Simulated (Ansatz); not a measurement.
Cu, DFT, PBEsol, all-electron LAPW, scalar-relativistic (Ansatz 0.2.0), run on 1 thread of Arm Neoverse V1 on a shared host.

The cell comes from COD entry 5000216, which wasn't checked; take it as a given geometry. The listed cell was then made from it by scaling, straining or moving an atom.

Command: `ansatz run input.yaml --threads 1 --pin off --max-ram 3072MiB --backend cpu --events-out ev --progress --plain --runs-dir out`

```yaml
crystal:
  lattice:
    - [0.0, 1.795368762, 1.795368762]
    - [1.795368762, 0.0, 1.795368762]
    - [1.795368762, 1.795368762, 0.0]
  atoms:
    - { symbol: Cu, position: [0.0, 0.0, 0.0] }
kpoints:
  mp_grid: { grid: [19, 19, 19] }
  band_path:
    path:
      - [0.0, 0.0, 0.0]
      - [0.5, 0.0, 0.5]
      - [0.625, 0.25, 0.625]
      - [0.375, 0.375, 0.75]
      - [0.0, 0.0, 0.0]
      - [0.5, 0.5, 0.5]
      - [0.5, 0.25, 0.75]
      - [0.5, 0.0, 0.5]
    npoints: 5
scf:
  occupations: { method: fermi_dirac, width: 0.08 }
hamiltonian:
  xc: pbesol
  pseudopotentials: { kind: all_electron, lapw: { basis_error: 0.00025 } }
output:
  forces: true
  stress: true
  eigenvalues: true
```

**Question.** How large is the problem that the program sets up?

**Answer.** 220 irreducible k-points, 169 plane waves at Γ, 14 bands.

**Question.** About how long does it take, and how much memory does it use?

**Answer.** 23 s of wall time for 7 SCF iterations, with a peak of 0.4 GiB. Times on shared machines scatter by tens of per cent.
